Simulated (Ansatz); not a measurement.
# Li (Im-3m)

Theory: DFT PBE+D3(BJ), scalar-relativistic, plane waves, PAW in Ansatz.

Cutoff 420 eV; k points 18×18×18 on the computed 1-atom cell (Γ-centred); Gaussian smearing, width 0.10 eV; no spin polarisation.

The structure is relaxed at this level of theory with its symmetry kept.

It takes space group Im-3m (No. 229, cubic). Conventional cell: a = 3.324 Å, b = 3.324 Å, c = 3.324 Å, α = 90.00°, β = 90.00°, γ = 90.00°. Li (site symmetry m-3m) is surrounded by 8 Li at 2.88 Å.

| Item | Value |
| --- | --- |
| Volume per atom | 123.9 bohr³ |
| Kohn–Sham band gap | none (metal) |
| Density of states at the Fermi level | 0.46 states/eV per cell |
| Bulk modulus | 15.7 GPa |
| Its pressure derivative | 3.3 |

Cost: 9 runs of about 1.7 core-minutes in all, on Arm Neoverse V1 (shared hosts).